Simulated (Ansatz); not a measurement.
An element in the fcc structure gives these cold pressures by all-electron LAPW under LDA (Ansatz 0.2.0, scalar-relativistic, no spin polarisation).

| V (Å³/atom) | P (GPa) |
| --- | --- |
| 15.80 | 0.01 |
| 14.86 | 5.89 |
| 13.91 | 14.17 |
| 12.64 | 30.7 |
| 11.38 | 56.7 |
| 10.11 | 98.0 |
| 8.69 | 177.7 |
| 7.11 | 350.9 |

(1) Which element is it?

Answers

(1) Al. Its zero-pressure volume in this structure is near 15.8 Å³/atom; the volume and the steepness of P(V) together point to it, though neighbours can come close. This is the case that was computed; others weren't tested.
